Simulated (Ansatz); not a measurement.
Starting cell, CuI (zinc blende):

```
CuI
1.0
    0.00000     2.96965     2.96965
    2.96965     0.00000     2.96965
    2.96965     2.96965     0.00000
I Cu
1 1
Direct
  0.75000   0.75000   0.75000
  0.00000   0.00000   0.00000
```

Scan: atom 2 (Cu, nearest neighbour I at 2.572 Å; its periodic images, 4.2 Å or more away, move with it) is displaced along Cartesian z, direction (0.000, 0.000, 1.000) in Cartesian axes, by s. The other atoms stay.

These are PBEsol (plane waves to 420 eV, PAW, scalar-relativistic; Ansatz, a program for electronic structure) values and carry that method's errors. k mesh 8×8×8 (Γ-centred), Fermi-Dirac smearing 0.05 eV. Energies are smeared free energies. CuI is run without spin polarisation. CuI was relaxed with its symmetry unable to fall. Spin-orbit coupling is left out, though I is heavy. ΔE is measured from the undisplaced structure.

```json
[
 {"s (Å)": "-0.260", "ΔE (meV/cell)": "110.2"},
 {"s (Å)": "-0.208", "ΔE (meV/cell)": "70.5"},
 {"s (Å)": "-0.156", "ΔE (meV/cell)": "39.6"},
 {"s (Å)": "-0.104", "ΔE (meV/cell)": "17.6"},
 {"s (Å)": "-0.052", "ΔE (meV/cell)": "4.4"},
 {"s (Å)": "0.000", "ΔE (meV/cell)": "0.0"},
 {"s (Å)": "0.052", "ΔE (meV/cell)": "4.4"},
 {"s (Å)": "0.104", "ΔE (meV/cell)": "17.6"},
 {"s (Å)": "0.156", "ΔE (meV/cell)": "39.6"},
 {"s (Å)": "0.208", "ΔE (meV/cell)": "70.5"},
 {"s (Å)": "0.260", "ΔE (meV/cell)": "110.2"}
]
```

### Question
What force constant k = d²E/ds² at s = 0 does the table give?

### Answer
3.3 eV/Å². It is the second difference of the nearest points, corrected with the next pair.

### Question
With k = 3.25 eV/Å² from the forces, is the well harmonic out to s = 0.260 Å?

### Answer
½ks² = 110.0 meV/cell against the computed 110.2 meV/cell, so the well is close to harmonic there.

(A displaced cell: forces are minus the slopes of the energy, force constants its curvatures, and phonons follow from these.)
